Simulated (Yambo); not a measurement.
KIO$_{3}$ (space group R3m, No. 160), G0W0@PBEsol in Yambo with this input:

```
rim_cut
gw0
dyson
el_el_corr
HF_and_locXC
ppa
em1d
RandQpts= 1000000
RandGvec= 1 Ry
EXXRLvcs= 84 Ry
VXCRLvcs= 336 Ry
Chimod= "HARTREE"
% BndsRnXp
 1 | 254 |
%
NGsBlkXp= 7 Ry
% LongDrXp
 1.0 | 1.0 | 1.0 |
%
PPAPntXp= 27.2114 eV
% GbndRnge
 1 | 254 |
%
GTermKind= "BG"
DysSolver= "n"
ExtendOut
```

On a 2×2×2 mesh, with wavefunctions cut at 84 Ry, the gap (Z → Z) is 3.908 eV and the valence edge shifts by -0.726 eV.

**Question.** What happens with this change: no random integration?

**Answer.** The gap falls by 0.067 eV, to 3.841 eV; the shift of the valence edge becomes -0.478 eV. Neither run is shown to be the converged limit. The mesh misses a band edge: along a dense path the PBEsol gap is 2.22 eV against 2.27 eV on the mesh.

Spin-orbit coupling is included.

Geometry of the Materials Project entry, not relaxed at this level; primitive cell a = 4.4383 Å, b = 4.4383 Å, c = 4.4383 Å, α = 88.67°, β = 88.67°, γ = 88.67°.

A shift is the quasiparticle energy of the state minus its PBEsol energy.
